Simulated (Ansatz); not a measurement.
Starting cell, BaTiO3 (space group Amm2):

```xyz
5
Lattice="3.9231 0.0000 0.0000 0.0000 2.7941 2.7992 0.0000 -2.7941 2.7992" Properties=species:S:1:pos:R:3 pbc="T T T"
Ba     0.0000     0.0000     0.0098
Ti     1.9615     0.0000     2.8663
O      1.9615     1.3811     4.1324
O      1.9615    -1.3811     4.1324
O      0.0000     0.0000     2.7422
```

A phonon eigenvector at Γ is frozen into this cell: atom i moves by Q times the vector below, so Q is the largest atomic displacement, in Å. The cell is held.

```csv
atom,x,y,z
Ba1,0.000,-0.399,0.000
Ti2,0.000,0.184,0.000
O3,0.000,0.938,0.038
O4,0.000,0.938,-0.038
O5,0.000,1.000,0.000
```

The numbers are results of LDA (plane waves to 420 eV, PAW, scalar-relativistic; Ansatz, an electronic-structure program), not measurements. k mesh 9×8×8 (Γ-centred), Fermi-Dirac smearing 0.05 eV. BaTiO3 is run without spin polarisation. BaTiO3 was relaxed with its symmetry unable to fall. This is one of several known forms of BaTiO3; the measured ambient cells at hand have space group No. 99. 

```tsv
Q (Å)	−dE/dQ from forces (eV/Å)
-0.180	1.692
-0.150	1.312
-0.120	0.985
-0.090	0.700
-0.060	0.449
-0.030	0.219
0.000	0.000
0.030	-0.219
0.060	-0.449
0.090	-0.700
0.120	-0.985
0.150	-1.312
0.180	-1.692
```

**Question.** What harmonic wavenumber does the curvature at Q = 0 give?

**Answer.** 170 cm⁻¹. E″ = 7.23 eV/Å², M = Σ mᵢ|uᵢ|² = 67.7 u, ν̃ = 521.5·√(|E″|/M).

(For displaced atoms, the force is minus the slope of the energy, and its curvature is a force constant, which sets phonon frequencies.)
